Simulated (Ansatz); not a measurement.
Consider the following.

CaC$_{6}$:
```yaml
crystal:
  lattice:
    - [4.32685, 0.00000, 0.00000]
    - [-2.16342, 3.74716, 0.00000]
    - [0.00000, 0.00000, 4.45606]
  atoms:
    - { symbol: C, position: [0.33327, 0.33327, 0.00000] }
    - { symbol: C, position: [0.66673, 0.00000, 0.00000] }
    - { symbol: C, position: [0.00000, 0.66673, 0.00000] }
    - { symbol: C, position: [0.33327, 0.00000, 0.00000] }
    - { symbol: C, position: [0.66673, 0.66673, 0.00000] }
    - { symbol: C, position: [0.00000, 0.33327, 0.00000] }
    - { symbol: Ca, position: [0.00000, 0.00000, 0.50000] }
```

This is the r²SCAN+D4-relaxed structure.

Question: All from plane-wave PAW r²SCAN+D4 (Ansatz code), unless another level is named. Estimate the electronic character.

Answer: metallic (no gap).

Question: What about the formation energy from the elements (no fitted shifts)?

Answer: -0.045 eV/atom.

Question: And the density of states at the Fermi level?

Answer: 0.22 states/eV per atom (mean over ±0.08 eV).

Space group P6/mmm. The cell is a constructed one: a structure type filled with these elements; neither database checked (COD, Materials Project) lists it. Whether it is the stable phase at ambient conditions was not checked. The r²SCAN+D4 relaxation kept the symmetry of its start; its stability against distortions is not shown here. The references are the lowest solids computed at this level, not always the standard phases.

Potentials: the later of the program's two PAW sets.
